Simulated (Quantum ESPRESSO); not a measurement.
Zn2GaS3F, convergence and cost over cutoff and k mesh

A calculation, not a measurement. The program is pw.x of Quantum ESPRESSO 7.5 (plane-wave density functional theory). The cell is made up: 7 atoms on a wurtzite lattice with one site empty, with randomly drawn elements, strain and displacements, not relaxed. PseudoDojo standard norm-conserving files (v0.5 for PBE, v0.4.1 for LDA and PBEsol) set the functional; there is no spin polarisation, spin-orbit coupling or dispersion term, and the masses in the input are unused placeholders.

Input of the run in row 4:

```
&control calculation='scf', pseudo_dir='./dojo.nc.sr.pbe.v0_5.standard.upf', outdir='./o', disk_io='medium', tprnfor=.true., tstress=.true. /
&system ibrav=0, nat=7, ntyp=4, nbnd=45, ecutwfc=84.00895049, nosym=.true., tot_charge=0,
 occupations='smearing', smearing='fd', degauss=0.0018374661
/
&electrons conv_thr=7.350e-09, electron_maxstep=60, /
ATOMIC_SPECIES
F 1.0 F.upf
Ga 1.0 Ga.upf
S 1.0 S.upf
Zn 1.0 Zn.upf
CELL_PARAMETERS angstrom
3.5642 0.0 0.0
0.0 6.1733 0.0
0.0 0.0 5.8203
ATOMIC_POSITIONS angstrom
Zn 0.0508 0.0852 -0.1159
Zn 1.7055 1.0644 2.9694
Ga 0.0555 4.1606 2.9061
S -0.1352 0.0272 2.1145
S 1.7334 3.0717 2.2413
S 1.7722 1.0154 5.0216
F 0.0302 4.103 5.1341
K_POINTS automatic
5 4 4 1 1 1
```

The same cell was run at these settings. Meshes are shifted by half a step, and differences are from the last row, which is itself not exact.

| cutoff (eV) | k mesh | k points solved | threshold (eV) | free energy less the last row's (eV) | pressure (GPa) | largest stress difference (GPa) | largest force difference (eV/Å) | iterations | wall time (s) | k-point pools | processor |
| --- | --- | --- | --- | --- | --- | --- | --- | --- | --- | --- | --- |
| 800 | 2 x 2 x 2 | 4 | 1e-04 | 2.864 | -29.44 | 47.22 | 0.132 | 8 | 29 | 1 | AMD EPYC, Zen 5 class |
| 1143 | 1 x 1 x 1 | 1 | 1e-07 | -2.700 | 11.52 | 8.59 | 1.087 | 11 | 34 | 1 | AMD EPYC, Zen 5 class |
| 793 | 5 x 4 x 4 | 40 | 1e-07 | 4.021 | -32.31 | 46.53 | 0.025 | 11 | 274 | 1 | AMD EPYC, Zen 5 class |
| 1143 | 5 x 4 x 4 | 40 | 1e-07 | -0.008 | 14.17 | 0.09 | 0.003 | 11 | 405 | 1 | AMD EPYC, Zen 5 class |
| 1437 | 7 x 6 x 6 | 126 | 1e-07 | 0.000 | 14.19 | 0.00 | 0.000 | 11 | 1608 | 1 | AMD EPYC, Zen 5 class |

Each pool is one process. Wall times include start-up and a band step at six k points, which weighs most on the coarsest meshes. The runs were on shared virtual cores whose load varied, so times are rough.